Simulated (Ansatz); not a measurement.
An Ansatz (a first-principles code) run. Input:

Ansatz 0.2 input:
```yaml
crystal:
  lattice:
    - [5.2839493085, 0.0, 0.0]
    - [0.0, 3.4677675151, 0.0]
    - [0.0, 0.0, 5.7204922966]
  atoms:
    - { symbol: Ni, position: [0.5073228849, 0.25, 0.6893435869] }
    - { symbol: Ni, position: [0.4926771151, 0.75, 0.3106564131] }
    - { symbol: Ni, position: [0.9926771151, 0.75, 0.1893435869] }
    - { symbol: Ni, position: [0.0073228849, 0.25, 0.8106564131] }
    - { symbol: Ge, position: [0.688674914, 0.25, 0.0901968547] }
    - { symbol: Ge, position: [0.311325086, 0.75, 0.9098031453] }
    - { symbol: Ge, position: [0.811325086, 0.75, 0.5901968547] }
    - { symbol: Ge, position: [0.188674914, 0.25, 0.4098031453] }
kpoints:
  mp_grid: { grid: [6, 9, 5] }
  band_path:
    path:
      - [[0.0, 0.0, 0.0], [0.5, 0.0, 0.0], [0.5, 0.5, 0.0], [0.0, 0.5, 0.0], [0.0, 0.0, 0.0], [0.0, 0.0, 0.5], [0.5, 0.0, 0.5], [0.5, 0.5, 0.5], [0.0, 0.5, 0.5], [0.0, 0.0, 0.5]]  # Γ-X-S-Y-Γ-Z-U-R-T-Z
      - [[0.5, 0.0, 0.0], [0.5, 0.0, 0.5]]  # X-U
      - [[0.0, 0.5, 0.0], [0.0, 0.5, 0.5]]  # Y-T
      - [[0.5, 0.5, 0.0], [0.5, 0.5, 0.5]]  # S-R
    npoints: 6
basis: { xc_grid: 2 }
hamiltonian:
  xc: pbesol
  pseudopotentials: { kind: paw }
magnetization: { noncollinear: true, spin_orbit: true }
scf:
  n_extra_bands: 16
  convergence: { dr2_threshold: 0.0000000001 }
  occupations: { method: gaussian, width: 0.05 }
output: { eigenvalues: true }
```

Output (shortened):

```
Pseudopotential: Ni, paw_fr, valence charge 18
Pseudopotential: Ge, paw_fr, valence charge 14
Functional definition: PBEsol
non-collinear run that drives no moment, with spin-orbit …
Crystal: 8 atoms, lattice volume = 104.819 Å³
Basis set: ecut = 420 eV, 2049 PW (Γ), exchange–correlation on 72×48×80 points (8 copies of the dense FFT grid, shifted against one another)
Bands: 144, of which v1, the nominal top of the filled ones, is band 128 counted from 1 (127 counted from 0)
Symmetry: 8 space group operations + 8 with time reversal
k-points: 60 of 270
Projection manifold: j_resolved (fully-relativistic pseudo-atomic orbitals)
SCF iter   1: F=—  HF=-40242.257140 eV  |F-HF|=—  |Δ(HF+E_count)|=         —  Δρ=1.59e-1  dr2=2.48e1  dr2_m=0.00e0 (ungated)  ethr=3.10e-3  |M|=0.00e0 ∫|m|=0.00e0 μB  |m|>n=0.0e0 m-floor=0.0e0 τ_xc=0.0e0  β_m=0.30  ⟨swp⟩=5.3  Hψ=18275  notcnv=0  defer=74
preconditioner: auto → Kerker (q_TF=auto, 2.821 Å⁻¹)
spin=Noncollinear: Kerker preconditioning applied to the charge; magnetization (m_x, m_y, m_z) channels mix plain (no charge-response kernel on spin).
SCF iter   2: F=—  HF=-40239.604843 eV  |F-HF|=—  |Δ(HF+E_count)|=    2.65e0  Δρ=4.84e-2  dr2=1.99e0  dr2_m=0.00e0 (ungated)  ethr=3.10e-3  |M|=0.00e0 ∫|m|=0.00e0 μB  |m|>n=0.0e0 m-floor=0.0e0 τ_xc=0.0e0  β_m=0.29  ⟨swp⟩=3.0  Hψ=9146  notcnv=0  defer=566
SCF iter   3: F=—  HF=-40239.087341 eV  |F-HF|=—  |Δ(HF+E_count)|=   5.18e-1  Δρ=3.38e-2  dr2=2.08e0  dr2_m=0.00e0 (ungated)  ethr=1.56e-3  |M|=0.00e0 ∫|m|=0.00e0 μB  |m|>n=0.0e0 m-floor=0.0e0 τ_xc=0.0e0  β_m=0.47  ⟨swp⟩=2.0  Hψ=6320  notcnv=0  defer=574
SCF iter   4: F=—  HF=-40238.438277 eV  |F-HF|=—  |Δ(HF+E_count)|=   6.49e-1  Δρ=2.37e-2  dr2=3.21e-1  dr2_m=0.00e0 (ungated)  ethr=1.56e-3  |M|=0.00e0 ∫|m|=0.00e0 μB  |m|>n=0.0e0 m-floor=0.0e0 τ_xc=0.0e0  β_m=0.74  ⟨swp⟩=2.2  Hψ=5923  notcnv=0  defer=574
SCF iter   5: F=—  HF=-40238.451053 eV  |F-HF|=—  |Δ(HF+E_count)|=   1.28e-2  Δρ=1.14e-2  dr2=7.54e-2  dr2_m=0.00e0 (ungated)  ethr=2.51e-4  |M|=0.00e0 ∫|m|=0.00e0 μB  |m|>n=0.0e0 m-floor=0.0e0 τ_xc=0.0e0  β_m=0.72  ⟨swp⟩=2.1  Hψ=5366  notcnv=0  defer=564
SCF iter   6: F=—  HF=-40238.432623 eV  |F-HF|=—  |Δ(HF+E_count)|=   1.84e-2  Δρ=6.03e-3  dr2=3.36e-2  dr2_m=0.00e0 (ungated)  ethr=5.89e-5  |M|=0.00e0 ∫|m|=0.00e0 μB  |m|>n=0.0e0 m-floor=0.0e0 τ_xc=0.0e0  β_m=0.86  ⟨swp⟩=2.0  Hψ=7116  notcnv=0  defer=564
SCF iter   7: F=—  HF=-40238.430353 eV  |F-HF|=—  |Δ(HF+E_count)|=   2.27e-3  Δρ=2.18e-3  dr2=3.96e-3  dr2_m=0.00e0 (ungated)  ethr=2.63e-5  |M|=0.00e0 ∫|m|=0.00e0 μB  |m|>n=0.0e0 m-floor=0.0e0 τ_xc=0.0e0  β_m=0.93  ⟨swp⟩=1.8  Hψ=4217  notcnv=0  defer=564
SCF iter   8: F=—  HF=-40238.429979 eV  |F-HF|=—  |Δ(HF+E_count)|=   3.74e-4  Δρ=1.90e-4  dr2=4.28e-5  dr2_m=0.00e0 (ungated)  ethr=3.09e-6  |M|=0.00e0 ∫|m|=0.00e0 μB  |m|>n=0.0e0 m-floor=0.0e0 τ_xc=0.0e0  β_m=0.96  ⟨swp⟩=2.0  Hψ=5269  notcnv=0  defer=564
SCF iter  14: F=-40238.429992 eV  HF=-40238.429992 eV  |F-HF|=4.37e-11  |Δ(HF+E_count)|=  6.55e-11  Δρ=2.02e-7  dr2=3.87e-11  dr2_m=0.00e0 (ungated)  ethr=1.00e-12  |M|=0.00e0 ∫|m|=0.00e0 μB  |m|>n=0.0e0 m-floor=0.0e0 τ_xc=0.0e0  ⟨swp⟩=7.3  Hψ=18028  notcnv=0
SCF 1 converged in 14 iterations: F = -40238.429992 eV  dr2 = 3.87e-11
NSCF: frozen V_eff on 76 k-points
SCF converged after 14 iterations
Magnetization: |M| = 0.0000 μB,  M = (+0.0000, +0.0000, +0.0000) μB
Absolute magnetization: 0.0000 μB (∫|m|)
  site 0: m = (+0.0000, +0.0000, +0.0000) μB, |m| = 0.0000 μB  (R = 0.96 Å)
  site 1: m = (+0.0000, +0.0000, +0.0000) μB, |m| = 0.0000 μB  (R = 0.96 Å)
  site 2: m = (+0.0000, +0.0000, +0.0000) μB, |m| = 0.0000 μB  (R = 0.96 Å)
  site 3: m = (+0.0000, +0.0000, +0.0000) μB, |m| = 0.0000 μB  (R = 0.96 Å)
  site 4: m = (+0.0000, +0.0000, +0.0000) μB, |m| = 0.0000 μB  (R = 0.96 Å)
  site 5: m = (+0.0000, +0.0000, +0.0000) μB, |m| = 0.0000 μB  (R = 0.96 Å)
  site 6: m = (+0.0000, +0.0000, +0.0000) μB, |m| = 0.0000 μB  (R = 0.96 Å)
  site 7: m = (+0.0000, +0.0000, +0.0000) μB, |m| = 0.0000 μB  (R = 0.96 Å)
Free energy (F): -40238.429992 eV
Harris-Foulkes:  -40238.429992 eV  (|F-HF|=4.37e-11)
Internal energy: -40238.426645 eV  (E = F + TS)
E sigma→0 (E₀):  -40238.428319 eV
Entropy (-TS):   -0.003347 eV (-0.418 meV/atom)
Fermi energy:    15.784585 eV
--- Per-component energies (eV) ---
  E_band       = -1532.617614
  E_kinetic    = 1594.135013
  E_local      = -23213.237242  (includes V_loc(G=0)·N_el)
  E_nonlocal   = 4234.855836
  E_hartree    = 9961.025105
  E_xc         = -644.405606
  E_vxc        = -705.095345  (∫ρ·V_xc dr)
  E_paw        = -14307.976223  (= ΣΔE_a)
  E_vpaw       = -3365.330090  (= ΣTr[D̂ρ^β])
  E_aug_tail   = 0.003453  (compensation charges beyond the density's cutoff)
  E_ewald      = -17867.305175
  E_core_change = 4.478194  (= ΣΔE_core)
  E_smearing   = -0.003347  (= −TS)
  E_closure    = 0.000000  (closes the sum)
  Σ components = -40238.429992   (vs F -40238.429992, Δ=0.00e0)
  [band-id]    e_kinetic+e_local+e_nonlocal+2·e_hartree+e_vxc+e_vpaw+e_augmentation_tail = -1532.618166   (vs E_band -1532.617614, Δ=-5.52e-4)
--- Band table (eV; the first three rows and the last of 60) ---
  k-point 0: bands = ["-87.4875", "-87.4875", "-87.4850", "-87.4850", "-87.4843", "-87.4843", "-87.4818", "-87.4818", "-49.5405", "-49.5405", "-49.5319", "-49.5319", "-49.5301", "-49.5301", "-49.5211", "-49.5211", "-47.3591", "-47.3591", "-47.3508", …
  k-point 1: bands = ["-87.4873", "-87.4873", "-87.4856", "-87.4856", "-87.4837", "-87.4837", "-87.4819", "-87.4819", "-49.5400", "-49.5400", "-49.5341", "-49.5341", "-49.5279", "-49.5279", "-49.5216", "-49.5216", "-47.3586", "-47.3586", "-47.3528", …
  k-point 2: bands = ["-87.4869", "-87.4869", "-87.4863", "-87.4863", "-87.4829", "-87.4829", "-87.4823", "-87.4823", "-49.5387", "-49.5387", "-49.5366", "-49.5366", "-49.5252", "-49.5252", "-49.5231", "-49.5231", "-47.3573", "-47.3573", "-47.3553", …
  k-point 59: bands = ["-87.4848", "-87.4848", "-87.4848", "-87.4848", "-87.4843", "-87.4843", "-87.4843", "-87.4843", "-49.5322", "-49.5322", "-49.5321", "-49.5321", "-49.5307", "-49.5307", "-49.5306", "-49.5306", "-47.3496", "-47.3496", "-47.3495", …
```

Cost: about 10 core-minutes (a rough figure) on shared cores.

Space group Pnma. Symmetry was held in the PBEsol relaxation; of distortions, only those at the zone centre were tested. No spin polarisation was allowed.

Potentials: the later of the program's two PAW sets.

Ansatz is a plane-wave DFT program.
